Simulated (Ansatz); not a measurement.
This run works on a generated trial structure, not on a known crystal.

Input and command of a plane-wave DFT calculation in Ansatz:

```yaml
crystal:
  lattice:
    - [3.1660300737, 0.0, 0.0]
    - [0.0, 3.1660300737, 0.0]
    - [0.0, 0.0, 10.7784103746]
  atoms:
    - { symbol: Ba, position: [0.0, 0.0, 0.5] }
    - { symbol: Hf, position: [0.5, 0.5, 0.7906693256] }
    - { symbol: Hf, position: [0.5, 0.5, 0.2093306744] }
    - { symbol: Hf, position: [0.0, 0.0, 0.0] }
    - { symbol: O, position: [0.0, 0.0, 0.2292768893] }
    - { symbol: O, position: [0.0, 0.0, 0.7707231107] }
basis:
  ecutwfc: 420
kpoints:
  mp_grid: { grid: [12, 12, 4] }
hamiltonian:
  xc: pbe
scf:
  occupations: { method: gaussian, width: 0.1 }
output:
  forces: true
  stress: true
  eigenvalues: true
relax:
  adjacent_minimum: "off"
  f_tol: 0.01
  max_steps: 80
  cell: { stress_tol: 0.05 }
```

```bash
ansatz run input.yaml --threads 1 --pin off --max-ram 2560MiB --backend cpu --events-out ev --progress --plain --runs-dir out
```

Processor: AMD EPYC 7R43 64-Core Processor (Zen 3), 1 thread, on a host shared with other jobs.

Q: How long does it run, and how much memory does it take?

A: About 4.7 min, peak memory 0.73 GiB. It solves 60 bands at 84 k points (after reduction by symmetry) with about 2117 plane waves (on the last cell), in 45 SCF iterations over 5 ionic steps.
